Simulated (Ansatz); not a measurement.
Input file for Ansatz (an electronic-structure program):

Ansatz 0.2 input:
```yaml
crystal:
  lattice:
    - [0.0, 2.5320818374, 2.5320818374]
    - [2.5320818374, 0.0, 2.5320818374]
    - [2.5320818374, 2.5320818374, 0.0]
  atoms:
    - { symbol: Li, position: [0.0, 0.0, 0.0] }
    - { symbol: Cl, position: [0.5, 0.5, 0.5] }
kpoints:
  mp_grid: { grid: [8, 8, 8] }
basis: { xc_grid: 2 }
hamiltonian:
  xc: pbesol
  pseudopotentials: { kind: paw }
scf:
  occupations: { method: fixed }
output:
  optics: { e_range: [0.0, 15.0], de: 0.05, sigma: 0.1, bands: { spectra_wanted_up_to: 12 eV } }
```

Output (shortened):

```
output.optics: the spectra are integrated over the Brillouin zone by k·p interpolation around the k-points, where levels, occupations, output.optics.sigma and …
Pseudopotentials: kind: paw
Pseudopotential: Li, paw, valence charge 3
Pseudopotential: Cl, paw, valence charge 7
Functional definition: PBEsol
Crystal: 2 atoms, lattice volume = 32.469 Å³
Basis set: ecut = 420 eV, 609 PW (Γ), exchange–correlation on 48×48×48 points (8 copies of the dense FFT grid, shifted against one another)
Bands: 9, of which v1, the nominal top of the filled ones, is band 5 counted from 1 (4 counted from 0)
Symmetry: 48 space group operations
Space group: Fm-3m (ITA 225), of the structure as read, at distance tolerance 3.2e-5 Å
k-points: 29 of 512
PAW frozen core: Cl, regenerated for the run's functional, and the local potential with it
Initial wavefunctions: pseudopotential atomic-orbital guess
Eigensolver: davidson
Functional: x = pbesol(κ = 0.804, μ = 0.12345679012345678), c = pbesol(β = 0.046)
SCF iter   1: F=—  HF=-1267.483959 eV  |F-HF|=—  |Δ(HF+E_count)|=         —  Δρ=4.01e-3  dr2=6.89e-3  ethr=1.77e-3  ⟨swp⟩=5.3  Hψ=1611  notcnv=0  defer=48
all-band conjugate gradients solve this SCF's bands
preconditioner: auto → none
SCF iter   2: F=—  HF=-1267.481439 eV  |F-HF|=—  |Δ(HF+E_count)|=   2.52e-3  Δρ=1.20e-3  dr2=2.27e-4  ethr=6.89e-5  ⟨swp⟩=2.8  Hψ=666  notcnv=0  defer=53
SCF iter   3: F=—  HF=-1267.481371 eV  |F-HF|=—  |Δ(HF+E_count)|=   6.86e-5  Δρ=4.40e-4  dr2=3.75e-5  ethr=2.27e-6  ⟨swp⟩=2.0  Hψ=433  notcnv=0  defer=51
SCF iter   4: F=—  HF=-1267.481387 eV  |F-HF|=—  |Δ(HF+E_count)|=   1.66e-5  Δρ=4.56e-5  dr2=3.64e-7  ethr=3.75e-7  ⟨swp⟩=2.0  Hψ=290  notcnv=0  defer=3
SCF iter   5: F=—  HF=-1267.481386 eV  |F-HF|=—  |Δ(HF+E_count)|=   1.39e-6  Δρ=3.65e-6  dr2=5.48e-9  ethr=3.64e-9  ⟨swp⟩=2.8  Hψ=441  notcnv=0
SCF iter   6: F=—  HF=-1267.481386 eV  |F-HF|=—  |Δ(HF+E_count)|=  5.94e-10  Δρ=3.45e-7  dr2=2.33e-11  ethr=5.48e-11  ⟨swp⟩=2.0  Hψ=369  notcnv=0
SCF iter   7: F=-1267.481386 eV  HF=-1267.481386 eV  |F-HF|=2.27e-13  |Δ(HF+E_count)|=  3.00e-11  Δρ=2.26e-8  dr2=1.63e-13  ethr=1.00e-12  ⟨swp⟩=3.1  Hψ=950  notcnv=0
SCF 1 converged in 7 iterations: F = -1267.481386 eV  dr2 = 1.63e-13
NSCF: frozen V_eff on 29 k-points
Optics k sum: 0 of 29 k-points
Optics k sum: 2 of 29 k-points
Optics k sum: 3 of 29 k-points
Optics k sum: 5 of 29 k-points
Optics k sum: 6 of 29 k-points
Optics k sum: 8 of 29 k-points
Optics k sum: 9 of 29 k-points
Optics k sum: 11 of 29 k-points
Optics k sum: 12 of 29 k-points
Optics k sum: 14 of 29 k-points
Optics k sum: 15 of 29 k-points
Optics k sum: 16 of 29 k-points
Optics k sum: 18 of 29 k-points
Optics k sum: 19 of 29 k-points
Optics k sum: 21 of 29 k-points
Optics k sum: 22 of 29 k-points
Optics k sum: 24 of 29 k-points
Optics k sum: 25 of 29 k-points
Optics k sum: 27 of 29 k-points
Optics k sum: 28 of 29 k-points
Optics k sum: 29 of 29 k-points
Optics k sum: 0 of 29 k-points
Optics k sum: 2 of 29 k-points
Optics k sum: 3 of 29 k-points
Optics k sum: 5 of 29 k-points
Optics k sum: 6 of 29 k-points
Optics k sum: 8 of 29 k-points
Optics k sum: 9 of 29 k-points
Optics k sum: 11 of 29 k-points
Optics k sum: 12 of 29 k-points
Optics k sum: 14 of 29 k-points
Optics k sum: 15 of 29 k-points
Optics k sum: 16 of 29 k-points
Optics k sum: 18 of 29 k-points
Optics k sum: 19 of 29 k-points
Optics k sum: 21 of 29 k-points
Optics k sum: 22 of 29 k-points
Optics k sum: 24 of 29 k-points
Optics k sum: 25 of 29 k-points
Optics k sum: 27 of 29 k-points
Optics k sum: 28 of 29 k-points
Optics k sum: 29 of 29 k-points
output.optics: what the bands over the 14 summed would add to eps1, eps2 and the energy-loss function is held between a lower and an upper bound (5 Lanczos …
SCF converged after 7 iterations
Free energy (F): -1267.481386 eV
Harris-Foulkes:  -1267.481386 eV  (|F-HF|=2.27e-13)
Internal energy: -1267.481386 eV  (E = F + TS)
E sigma→0 (E₀):  -1267.481386 eV
Fermi energy:    1.993728 eV
--- Per-component energies (eV) ---
  E_band       = -99.688070
  E_kinetic    = 183.538232
  E_local      = -316.161645  (includes V_loc(G=0)·N_el)
  E_nonlocal   = -4.175534
  E_hartree    = 91.173346
  E_xc         = -117.273057
  E_vxc        = -136.074082  (∫ρ·V_xc dr)
  E_paw        = -661.524248  (= ΣΔE_a)
  E_vpaw       = -9.161842  (= ΣTr[D̂ρ^β])
  E_aug_tail   = 0.000103  (compensation charges beyond the density's cutoff)
  E_ewald      = -443.137015
  E_core_change = 0.078432  (= ΣΔE_core)
  E_smearing   =  0.000000  (= −TS)
  E_closure    =  0.000000  (closes the sum)
  Σ components = -1267.481386   (vs F -1267.481386, Δ=0.00e0)
  [band-id]    e_kinetic+e_local+e_nonlocal+2·e_hartree+e_vxc+e_vpaw+e_augmentation_tail = -99.688076   (vs E_band -99.688070, Δ=-6.16e-6)
--- Band table (eV; the first three rows and the last of 29) ---
  k-point 0: bands = ["-40.7786", "-11.5395", "1.9937", "1.9937", "1.9937", "8.3439", "13.6663", "13.6663", "13.6663"]
  k-point 1: bands = ["-40.7780", "-11.4562", "1.4235", "1.9487", "1.9487", "8.8148", "12.9345", "13.6263", "13.6263"]
  k-point 2: bands = ["-40.7767", "-11.2431", "0.2885", "1.8464", "1.8464", "9.1543", "12.5320", "12.5320", "12.9241"]
  k-point 28: bands = ["-40.7738", "-10.6373", "-0.3168", "-0.3168", "0.8442", "11.5172", "12.0651", "12.3252", "12.3252"]
  band table: 9 of 9 bands, residual norms ≤ 1.0e-3 eV
```

Cost: around 4 core-seconds (rough) on shared cores.

The PBEsol relaxation kept the symmetry of its start.

Potentials: the later of the program's two PAW sets.

Ansatz is a plane-wave DFT program.
